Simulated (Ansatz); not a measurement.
CuI (zinc blende)

```yaml
crystal:
  lattice:
    - [0.00000, 2.96952, 2.96952]
    - [2.96952, 0.00000, 2.96952]
    - [2.96952, 2.96952, 0.00000]
  atoms:
    - { symbol: I, position: [0.75000, 0.75000, 0.75000] }
    - { symbol: Cu, position: [0.00000, 0.00000, 0.00000] }
```

Equation-of-state scan: isotropic scaling of the cell above, V₀ being its volume. Symmetry pins the atoms to their sites.

Calculation: PBEsol (plane waves to 420 eV, PAW, scalar-relativistic; Ansatz, a quantum-chemistry and plane-wave program). k mesh 10×10×10 (Γ-centred), Fermi-Dirac smearing 0.05 eV. Energies are smeared free energies. Stress and pressure are positive under compression. CuI is run without spin polarisation. CuI was relaxed with its symmetry unable to fall. Spin-orbit coupling is left out, though I is heavy. The PAW data are Ansatz's earlier set. The zero of ΔE is the relaxed starting cell.

```
V (Å³/atom)  ΔE (meV/atom)
-----------  -------------
23.567                50.1
24.003                33.4
24.440                20.6
24.876                11.2
25.313            withheld
25.749                 1.1
26.185                 0.0
26.622                 1.1
27.058                 4.2
27.495                 9.2
27.931                15.8
28.367                23.9
28.804                33.3
```

### Question
Fit a third-order Birch-Murnaghan form (E₀, V₀, B₀, B₀′ free) to the given rows and predict ΔE at V = 25.313.

### Answer
Least squares on the 12 given rows: ΔE = E₀ + (9V₀B₀/16)·y²·[2 + (B₀′ − 4)y], y = (V₀/V)^(2/3) − 1, with V₀ = 26.181 Å³/atom, B₀ = 49.49 GPa (160.2 GPa = 1 eV/Å³; the term in eV is multiplied by 1000), B₀′ = 5.20, E₀ = -0.01 meV/atom; root-mean-square residual 0.03 meV/atom. At 25.313 the fit gives 4.8 meV/atom; the calculation gives 4.8 meV/atom, the same to the digits shown. For the pressure the fit gives 1.82 GPa against the computed 1.82 GPa.

(Under strain, the slope of the energy per volume gives the stress and its curvature an elastic modulus.)
